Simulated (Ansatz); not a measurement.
Two-dimensional strain map in Mo

Computed with Ansatz, DFT PBEsol, scalar-relativistic, plane waves, PAW. Settings: plane waves to 420 eV, k-mesh 22×22×22 (Γ-centred), Gaussian smearing 0.15 eV. No spin polarisation. Energies are free energies at this smearing, counted from the undisturbed cell; pressure is positive in compression.

Reference structure (as given, not relaxed at this level; it stands at -3.2 GPa):

```
CELL_PARAMETERS angstrom
-1.57100 1.57100 1.57100
1.57100 -1.57100 1.57100
1.57100 1.57100 -1.57100
ATOMIC_POSITIONS crystal
Mo 0.00000 0.00000 0.00000
```

The cell is strained by p along both x and y and by q along z, fractional coordinates fixed. Points are written (p, q).

Energy above the undisturbed cell in meV/atom (a dash: not computed):

```csv
p \ q,-0.080,-0.040,0.000,0.040,0.080
-0.080,894.5,608.5,?,347.8,318.3
-0.040,370.0,174.3,84.6,74.9,124.2
0.000,147.3,27.2,0.0,46.0,147.5
0.040,145.6,?,114.0,201.7,?
0.080,293.6,304.5,371.0,491.1,?
```

Q: Fill in the withheld energies.

A: (-0.080, 0.000): 435.8; (0.040, -0.040): 91.0; (0.040, 0.080): 339.6; (0.080, 0.080): 654.6.